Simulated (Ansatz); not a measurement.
# Property card for CdHgSe$_{2}$

CdHgSe₂:
Space group P-4m2 (No. 115); a = b = 4.272 Å, c = 6.023 Å, α = β = γ = 90.00°

```
atom  site  symmetry       x       y       z
----  ----  --------  ------  ------  ------
Cd      1c      -4m2  0.5000  0.5000  0.5000
Hg      1a      -4m2  0.0000  0.0000  0.0000
Se      2g      2mm.  0.0000  0.5000  0.2531
```

Space group P-4m2 (No. 115); conventional cell a = b = 4.272 Å, c = 6.023 Å, α = β = γ = 90.00°.

Method: LDA in the plane-wave PAW code Ansatz. Structure relaxed to zero pressure with the same functional. Other levels are named where they apply.

**Cell and energy**

* **Volume per atom**: 27.48 Å³
* **Density**: 7.11 g/cm³
* **Formation energy from the elements (no fitted shifts)**: -0.36 eV/atom

**Electronic structure**

Electronic character: no gap, with almost no states at the Fermi level (zero-gap or semimetallic)
Density of states at the Fermi level: 0.01 states/eV per atom (mean over ±0.08 eV)

**Mechanics**

- Bulk modulus (Birch–Murnaghan fit) = 577 kbar
- Pressure derivative B′ = 4.8

**Phonons**

- Highest zone-centre frequency = 189 cm^-1
- Zone-centre stability = no imaginary mode at Γ

The workflow started from a Materials Project entry (that database holds measured and hypothetical structures alike); the Crystallography Open Database copy checked does not list it. With Cd and Hg taken as one species the cell has the higher symmetry F-43m, so it may be an ordered model of a mixed-site phase. Its standing as an ambient phase is unchecked. The cell was relaxed with LDA under the symmetry of its start. As this level gives no gap, phonon frequencies hold no LO–TO term and depend on the k-mesh and smearing (Fermi–Dirac, 0.1 eV here). The references are the lowest solids computed at this level, not always the standard phases. Spin–orbit coupling is left out wherever it is not named.

Potentials: the later of the program's two PAW sets.
